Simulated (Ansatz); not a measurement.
**Pt: clamped-ion strain scan**

Computed with DFT PBEsol, scalar-relativistic, plane waves, PAW (Ansatz). The runs took a 420 eV cutoff, a Γ-centred 18×18×10 mesh and Gaussian smearing (0.15 eV). Spin–orbit coupling is left out, which can shift energies with elements as heavy as these. No spin polarisation. Energies are free energies at this smearing, counted from the undisturbed cell; pressure is positive in compression.

Reference structure (as given, not relaxed at this level; it stands at -10.8 GPa; this form isn't the usual structure):

```
CELL_PARAMETERS angstrom
2.76067 0.00000 0.00000
-1.38033 2.39081 0.00000
0.00000 0.00000 4.79213
ATOMIC_POSITIONS crystal
Pt 0.66667 0.33333 0.75000
Pt 0.33333 0.66667 0.25000
```

The cell is strained by ε times the Voigt pattern (1, 0, 0, 0, 0, 0) (xx, yy, zz, yz, xz, xy; engineering shear) with fractional coordinates fixed. The cell is metallic on the mesh throughout. At -11 GPa the given cell is far from its own equilibrium, so these figures belong to a strongly strained crystal.

```csv
ε,ΔE (meV/atom),"stress summed along the pattern (GPa, tension positive)",pressure (GPa)
-0.1500,700.5,-146.52,66.1
-0.1125,286.0,-81.55,35.9
-0.0750,71.3,-37.32,14.7
-0.0375,-8.4,-7.84,-0.3
0.0000,0.0,10.83,-10.8
0.0375,61.9,21.48,-18.2
0.0750,152.3,26.72,-23.4
0.1125,256.3,29.13,-27.2
0.1312,310.7,29.87,-28.6
0.1500,366.7,30.47,-29.9
```